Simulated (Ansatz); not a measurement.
The end point of a relaxation of InAs. Method: PBEsol (plane waves to 420 eV, PAW, scalar-relativistic; Ansatz, a first-principles code).

```
CELL_PARAMETERS angstrom
      4.30064     0.00000     0.00000
     -2.15032     3.72446     0.00000
      0.00000     0.00000    21.11380
ATOMIC_POSITIONS crystal
  In 0.00000 0.00000 0.99981
  In 0.00000 0.00000 0.49981
  In 0.66667 0.33333 0.83292
  In 0.33333 0.66667 0.33292
  In 0.66667 0.33333 0.16650
  In 0.33333 0.66667 0.66650
  As 0.00000 0.00000 0.87456
  As 0.00000 0.00000 0.37456
  As 0.66667 0.33333 0.70817
  As 0.33333 0.66667 0.20817
  As 0.66667 0.33333 0.04174
  As 0.33333 0.66667 0.54174
```

Question: Find the space group and the Wyckoff positions (tolerance 0.01 Å).

Answer: Space group P6₃mc (No. 186); a = 4.3006 Å, b = 4.3006 Å, c = 21.1138 Å, α = 90.00°, β = 90.00°, γ = 120.00°

| atom | site | symmetry | x | y | z |
|---|---|---|---|---|---|
| In | 2a | 3m. | 0.0000 | 0.0000 | 0.4998 |
| In | 2b | 3m. | 0.3333 | 0.6667 | 0.3329 |
| In | 2b | 3m. | 0.6667 | 0.3333 | 0.1665 |
| As | 2a | 3m. | 0.0000 | 0.0000 | 0.3746 |
| As | 2b | 3m. | 0.3333 | 0.6667 | 0.2082 |
| As | 2b | 3m. | 0.6667 | 0.3333 | 0.0417 |

This is the AFLOW prototype AB_hP12_186_a2b_a2b (B6, as in SiC).

Question: Give the shortest distances between elements (the closest pairs, up to four, under 3.6 Å).

Answer: As–In 2.63 Å.

The volume per atom is 28.18 Å³ and the band gap comes out as zero, with touching bands (no spin-orbit coupling).

No spin polarisation in the result.

The run could not lose the symmetry of its start.

The first start was generated by placing the elements on the sites of a structure type. Materials Project lists a structure of InAs in the same space group, P6₃mc (No. 186); the sites were not compared with it, nor with measured phases. Known forms of InAs include space group No. 216.
